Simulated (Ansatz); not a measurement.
C:
Space group R-3, hexagonal axes (No. 148); a = b = 6.3572 Å, c = 3.8733 Å, α = β = 90.00°, γ = 120.00°

| atom | site | symmetry | x | y | z |
|---|---|---|---|---|---|
| C | 18f | 1 | 0.0398 | 0.2698 | 0.2704 |
| C | 6c | 3. | 0.0000 | 0.0000 | 0.3013 |
(The calculation used a cell of 8 atoms; values per cell refer to that cell.)

Relaxed at zero pressure with PBE (plane waves, PAW; program Ansatz).

The volume is raised by 6 % and shape and atoms relax at that volume. What pressure results, and how do the axes share the change?

-18.7 GPa; a 1.8 %, b 1.8 %, c 2.2 %; the energy rises by 21 meV/atom.

Give the new structure.


Space group R-3, hexagonal axes (No. 148); a = 6.4730 Å, b = 6.4730 Å, c = 3.9600 Å, α = 90.00°, β = 90.00°, γ = 120.00°

| atom | site | symmetry | x | y | z |
|---|---|---|---|---|---|
| C | 18f | 1 | 0.0408 | 0.2705 | 0.2731 |
| C | 6c | 3. | 0.0000 | 0.0000 | 0.3051 |

The phase is kept; no other phase was compared at this pressure.

The start of the workflow was typed in or built on a structure type; neither database checked (COD, Materials Project) lists it. It is not the phase usual at ambient conditions (space group No. 194, 227). The cell was relaxed with PBE under the symmetry of its start; whether a distortion lowers the energy is not shown. The volume moved by -17 % from the start of the relaxation.

Potentials: the earlier of the program's two PAW sets.
